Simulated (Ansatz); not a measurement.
AlCo (CsCl type, Pm-3m) under volume change, plane-wave PAW PBE (Ansatz code), scaled uniformly.

| V (Å³/atom) | E − E(relaxed) (meV/atom) | P (GPa) |
|---|---|---|
| 10.554 | 62.1 | 20.69 |
| 10.901 | 26.1 | 12.67 |
| 11.249 | 6.2 | 5.84 |
| 11.597 | 0.0 | 0.01 |
| 11.945 | 5.5 | -4.97 |
| 12.293 | 21.1 | -9.22 |
| 12.641 | 45.1 | -12.84 |

Question: What does a third-order Birch–Murnaghan fit give for V₀, B₀ and B′?

Answer: V₀ = 11.60 Å³/atom, B₀ = 179 GPa, B′ = 4.3.

Symmetry was held in the PBE relaxation. The workflow began spin-polarised and lost its moments.

Potentials: the later of the program's two PAW sets.
